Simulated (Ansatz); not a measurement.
SnSe (GeS type, space group Pnma)

```
SnSe
1.0
   11.53579     0.00000     0.00000
    0.00000     4.12093     0.00000
    0.00000     0.00000     4.57816
Sn Se
4 4
Direct
  0.11799   0.25000   0.11649
  0.38201   0.75000   0.61649
  0.88201   0.75000   0.88351
  0.61799   0.25000   0.38351
  0.85352   0.25000   0.48533
  0.64648   0.75000   0.98533
  0.14648   0.75000   0.51467
  0.35352   0.25000   0.01467
```

The slice is a (100) plane (indices of the conventional cell) through the point (0.118, 0.250, 0.117) (fractional), spanned by u = [010] and v = [001] in vectors of this cell: u (4.12 Å) and v (4.58 Å, at 90° to u). It covers one period; positions are fractions (u, v).

Computed with r2SCAN+rVV10 (plane waves to 500 eV, PAW, scalar-relativistic; Ansatz, an electronic-structure program). k mesh 3×8×7. Near the nuclei the fields are pseudised (PAW); where an atom keeps semicore shells as valence, they peak there. SnSe was relaxed with its symmetry unable to fall.

Three fields on this plane, each scaled to ten steps between its own extremes (0 low, 9 high; the total valence density on a logarithmic scale, the potential cut 8 eV below its top; x marks points blanked near nuclei; v = 0 in the bottom row):

Map A
```
|xxxxxx33321000012333xxxxx|
|xxxxxx43321000012334xxxxx|
|xxxxxx44320000002344xxxxx|
|xxxxx4443100000013444xxxx|
|xxxx444320000000023444xxx|
|xx4444321000000001234444x|
|4444432111122221111234444|
|5554321112455554211123455|
|4432111235788887532111234|
|2211112468899998864211112|
|0000124689999999986421000|
|0000146899xxxxxx998641000|
|000135799xxxxxxxx99753100|
|00024789xxxxxxxxxx9874200|
|00135789xxxxxxxxxx9875310|
|0013689xxxxxxxxxxxx986310|
|0013689xxxxxxxxxxxx986310|
|1123689xxxxxxxxxxxx986321|
|11235789xxxxxxxxxx9875321|
|22235789xxxxxxxxxx9875322|
|222245789xxxxxxxx98754222|
|xx22346789xxxxxx98764322x|
|xxxx234678888888876432xxx|
|xxxxx2346677777766432xxxx|
|xxxxxx23455666655432xxxxx|
|xxxxxx33333444433333xxxxx|
|xxxxxx33322222222333xxxxx|
|xxxxxxx332111111233xxxxxx|
```

Map B
```
|xxxxxx97532111123579xxxxx|
|xxxxxx86432100123468xxxxx|
|xxxxxx86421000012468xxxxx|
|xxxxx8753210000123578xxxx|
|xxxx875432100001234578xxx|
|xx9876433211111123346789x|
|7776544332222222233445677|
|5554433333444444333334455|
|4333333345566665543333333|
|2222233456777777654332222|
|1111234578899998875432111|
|0011245689xxxxxx986542110|
|000234689xxxxxxxx98643200|
|00123578xxxxxxxxxx8753210|
|00124679xxxxxxxxxx9764210|
|0123568xxxxxxxxxxxx865321|
|1224578xxxxxxxxxxxx875422|
|2234578xxxxxxxxxxxx875432|
|33456789xxxxxxxxxx9876543|
|55556789xxxxxxxxxx9876555|
|776677889xxxxxxxx98877667|
|xx88777899xxxxxx99877788x|
|xxxx987788899998887789xxx|
|xxxxx9877777777777789xxxx|
|xxxxxx87666666666678xxxxx|
|xxxxxx97655444455679xxxxx|
|xxxxxx97544333344579xxxxx|
|xxxxxxx754322223457xxxxxx|
```

Map C
```
|xxxxxx99753222235799xxxxx|
|xxxxxx99753322335799xxxxx|
|xxxxxx98653322335689xxxxx|
|xxxxx8876433223346788xxxx|
|xxxx777654322223456777xxx|
|xx5566554322222234556655x|
|4445554433221122334455544|
|3333443332211112233344333|
|2223333222211112222333322|
|2222222222222222222222222|
|1111122233332233332221111|
|1111122334xxxxxx433221111|
|000111234xxxxxxxx43211100|
|00001124xxxxxxxxxx4211000|
|00001124xxxxxxxxxx4211000|
|0000012xxxxxxxxxxxx210000|
|1110012xxxxxxxxxxxx210011|
|2211001xxxxxxxxxxxx100112|
|43321001xxxxxxxxxx1001233|
|65532100xxxxxxxxxx0012355|
|887531001xxxxxxxx10013578|
|xx97531001xxxxxx10013579x|
|xxxx752100112211001257xxx|
|xxxxx6421000000001246xxxx|
|xxxxxx64210000001246xxxxx|
|xxxxxx86321000012368xxxxx|
|xxxxxx97531100113579xxxxx|
|xxxxxxx864211112468xxxxxx|
```

Problem. Assign the maps to these fields: density of the lowest conduction band (whole band as if filled, smooth part); electron localisation function (ELF); valence electron density.

Solution. A is the electron localisation function (ELF); B is the valence electron density; C is the density of the lowest conduction band (whole band as if filled, smooth part).
